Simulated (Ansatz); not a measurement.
## In, first-principles data

In:
```
CELL_PARAMETERS angstrom
      0.00000     3.28275     3.28275
      3.28275     0.00000     3.28275
      3.28275     3.28275     0.00000
ATOMIC_POSITIONS crystal
  In 0.00000 0.00000 0.00000
  In 0.25000 0.25000 0.25000
```

Space group Fd-3m (No. 227), diamond; conventional cell a = b = c = 6.566 Å, α = β = γ = 90.00°.

Method: PBEsol in the plane-wave PAW code Ansatz. Structure relaxed to zero pressure with the same functional. Other levels are named where they apply.

Cell and energy:

```yaml
volume_per_atom: 35.38 Å³
density: 5.39 g/cm³
```

Electronic structure:

```yaml
electronic_character: metallic (no gap)
Density of states at the Fermi level: 0.79 states/eV per atom (mean over ±0.08 eV)
Gap with spin–orbit coupling: none (metallic)
```

Mechanics:

```yaml
Bulk modulus (Birch–Murnaghan fit): 27.4 GPa
Pressure derivative B′: 5.1
Elastic constants (relaxed ions, GPa): C11 = 20.1, C12 = 31.8, C44 = -14.0
mechanical_stability: unstable (C has a negative eigenvalue)
```

Phonons:

```yaml
highest_zone_centre_frequency: 3.77 THz
zone_centre_stability: no imaginary mode at Γ
```

The start of the workflow was typed in or built on a structure type; neither database checked (COD, Materials Project) lists it. It is not the phase usual at ambient conditions (space group No. 139). The PBEsol relaxation kept the symmetry of its start. The volume moved by -16 % from the start of the relaxation. As this level gives no gap, shear constants depend on the k-mesh and smearing (Fermi–Dirac, 0.1 eV here). As this level gives no gap, phonon frequencies hold no LO–TO term and depend on the k-mesh and smearing (Fermi–Dirac, 0.1 eV here). Spin–orbit coupling is left out wherever it is not named.

Potentials: the later of the program's two PAW sets.
